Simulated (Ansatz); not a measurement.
TiSi:
```cif
data_SiTi
_chemical_formula_sum 'Ti1 Si1'
_space_group_name_H-M_alt 'P 1'
_space_group_IT_number 1
_cell_length_a 3.09937
_cell_length_b 3.09937
_cell_length_c 3.09937
_cell_angle_alpha 90.000
_cell_angle_beta 90.000
_cell_angle_gamma 90.000
loop_
_space_group_symop_operation_xyz
  'x, y, z'
loop_
_atom_site_label
_atom_site_type_symbol
_atom_site_fract_x
_atom_site_fract_y
_atom_site_fract_z
_atom_site_occupancy
Ti1 Ti 0.00000 0.00000 0.00000 1
Si1 Si 0.50000 0.50000 0.50000 1
```

Relaxed with r²SCAN.

Question: Decompose the optical modes at the zone centre into irreducible representations, and say which are infrared and Raman allowed.

Answer: Point group m-3m: Γ_opt = T1u. Infrared: T1u. Raman: none.

Question: Assign frequencies (DFPT, the program Ansatz at the r²SCAN level (PAW)).

Answer: T1u 278 cm⁻¹.

Space group Pm-3m (CsCl type). A made-up cell: these elements were put on the sites of a structure type; neither database checked (COD, Materials Project) lists it. COD files the formula under space group No. 25, so this cell is another polymorph or a model. Its standing as an ambient phase is unchecked. The cell was relaxed with r²SCAN under the symmetry of its start. At this level the phase is mechanically unstable. The run is not spin-polarised. As this level gives no gap, phonon frequencies hold no LO–TO term and depend on the k-mesh and smearing (Fermi–Dirac, 0.1 eV here).

Potentials: the later of the program's two PAW sets.
